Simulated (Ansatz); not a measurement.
A distorted cell of CdTe (zinc blende):

```xyz
4
Lattice="0.0000 6.6180 6.6180 3.3090 3.3090 6.6180 3.3090 3.3090 0.0000" Properties=species:S:1:pos:R:3 pbc="T T T"
Te     5.0115     4.9635     4.9635
Te     4.9156     8.2726     8.2726
Cd     0.0000     0.0667     0.0000
Cd     0.0000     3.2424     3.3090
```

Calculation: PBE (plane waves to 420 eV, PAW, scalar-relativistic; Ansatz, a quantum-chemistry and plane-wave program). k mesh 9×9×9 (Γ-centred), Fermi-Dirac smearing 0.05 eV. Stress and pressure are positive under compression. CdTe was relaxed with its symmetry unable to fall. Spin-orbit coupling is left out, though Te is heavy.

Problem. Predict the force on every atom, in eV/Å.

Solution. 
```csv
atom,Fx,Fy,Fz
Te1,-0.029,0.000,0.000
Te2,0.029,0.000,0.000
Cd3,0.000,-0.034,0.000
Cd4,0.000,0.034,0.000
```

(A displaced cell: forces are minus the slopes of the energy, force constants its curvatures, and phonons follow from these.)
